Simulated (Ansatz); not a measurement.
Starting cell, BN (h-BN type, space group P6_3/mmc):

```yaml
crystal:
  lattice:
    - [2.50643, 0.00000, 0.00000]
    - [-1.25322, 2.17063, 0.00000]
    - [0.00000, 0.00000, 6.61383]
  atoms:
    - { symbol: B, position: [0.33333, 0.66667, 0.25000] }
    - { symbol: B, position: [0.66667, 0.33333, 0.75000] }
    - { symbol: N, position: [0.33333, 0.66667, 0.75000] }
    - { symbol: N, position: [0.66667, 0.33333, 0.25000] }
```

In this cell atom 1 (B, nearest neighbour N at 1.447 Å; its periodic images, 2.5 Å or more away, move with it) is moved by s along Cartesian z, unit vector (0.000, 0.000, 1.000); all other atoms and the cell stay fixed.

These are PBE-D3(BJ) (plane waves to 420 eV, PAW, scalar-relativistic; Ansatz, an electronic-structure program) values and carry that method's errors. k mesh 12×12×4 (Γ-centred), Fermi-Dirac smearing 0.05 eV. E stands for the smeared free energy. BN was relaxed with its symmetry unable to fall. The zero of ΔE is the undisplaced structure.

```tsv
s (Å)	ΔE (meV/cell)
-0.290	566
-0.232	361
-0.174	203
-0.116	withheld
-0.058	22
0.000	0
0.058	22
0.116	withheld
0.174	203
0.232	361
0.290	566
```

Q: Fit an even polynomial form (powers 2, 4) to the given rows and predict ΔE at s = -0.116.

A: Least squares on the 9 given rows: ΔE = (6677)·s² + (623.8)·s⁴, in meV/cell with s in Å; root-mean-square residual 0.3 meV/cell. At -0.116 the fit gives 90 meV/cell; the calculation gives 90 meV/cell, the same to the digits shown. The quadratic term alone would give 90 meV/cell.

(For displaced atoms, the force is minus the slope of the energy, and its curvature is a force constant, which sets phonon frequencies.)
